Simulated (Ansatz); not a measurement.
Below is a relaxed structure of Si3Ge. The cell was found from a structure generator's guess, not taken from experiment.

Theory: DFT PBE, scalar-relativistic, plane waves, PAW in Ansatz 0.2.0. Cutoff 420 eV, Γ-centred mesh, Gaussian smearing, no spin polarisation.

```
Si Ge
1.0
     3.91238    0.00000    0.00000
     0.00000    3.91238    0.00000
     0.00000    0.00000    5.53206
Si Ge
3 1
Direct
  0.50000 0.50000 0.00000
  0.00000 0.50000 0.75587
  0.50000 0.00000 0.24413
  0.00000 0.00000 0.50000
```

The zero of energy is the elements' standard structures at the same level; no fitted shifts are applied.

**Question.** What space group does it have?

**Answer.** P-4m2 (No. 115), with Si and Ge ordered on diamond sites. Conventional cell: a = 3.912 Å, c = 5.532 Å. Si on a site of symmetry -4m2 has 4 Si at 2.38 Å; around Si on a site of symmetry 2mm lie 2 Si at 2.38 Å and 2 Ge at 2.41 Å; Ge has 4 Si at 2.41 Å.

**Question.** How far does it lie from the elements in energy?

**Answer.** +0.013 eV/atom. The formation energy is too near zero to say whether this cell lies below the elements.

**Question.** Is it a metal?

**Answer.** No, the gap on the 10×10×6 mesh is 0.38 eV.

The last run used a 10×10×6 mesh (in the run's order of axes) for its 4-atom cell and Gaussian smearing of 0.02 eV. Kohn–Sham gaps at this level usually fall short of measured ones. Small gaps are read on the mesh alone, and bands can cross between its points. A structure relaxed within its symmetry needn't be a true minimum.
